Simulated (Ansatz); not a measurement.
**Nb$_{5}$SiB$_{2}$, first-principles data**

Nb5SiB2:
```xyz
16
Lattice="-3.1240 3.1240 5.8203 3.1240 -3.1240 5.8203 3.1240 3.1240 -5.8203" Properties=species:S:1:pos:R:3 pbc="T T T"
Nb     0.0000     0.0000     0.0000
Nb     0.0000     0.0000     5.8203
Nb     1.0596     4.1836     1.5997
Nb     2.0644    -1.0596     4.2207
Nb     2.0644     1.0596     1.5997
Nb     1.0596     2.0644     4.2207
Nb     2.0644    -1.0596     7.4200
Nb     1.0596     4.1836    -1.5997
Nb     1.0596     2.0644     7.4200
Nb     2.0644     1.0596    -1.5997
Si     0.0000     0.0000     2.9102
Si     0.0000     0.0000     8.7305
B      3.8261     0.7021     0.0000
B     -0.7021     2.4218     5.8203
B      2.4218     0.7021     5.8203
B      0.7021     2.4218     0.0000
```

Space group I4/mcm (No. 140); conventional cell a = 6.248 Å, b = 6.248 Å, c = 11.641 Å, α = 90.00°, β = 90.00°, γ = 90.00°.

Method: the program Ansatz at the r²SCAN level (PAW). Structure relaxed to zero pressure with the same functional. Other levels are named where they apply.

Cell and energy:

* **Volume per atom**: 14.20 Å³
* **Density**: 7.52 g/cm³
* **Formation energy from the elements (no fitted shifts)**: -0.73 eV/atom

Electronic structure:

- Electronic character = metallic (no gap)
- Density of states at the Fermi level = 0.37 states/eV per atom (mean over ±0.08 eV)

The first step of the workflow began from a Materials Project structure, measured or hypothetical; the Crystallography Open Database copy checked does not list it. Its standing as an ambient phase is unchecked. The r²SCAN relaxation kept the symmetry of its start; its stability against distortions is not shown here. No spin polarisation was allowed. The references are the lowest solids computed at this level, not always the standard phases. Spin–orbit coupling is left out wherever it is not named.

Potentials: the earlier of the program's two PAW sets.
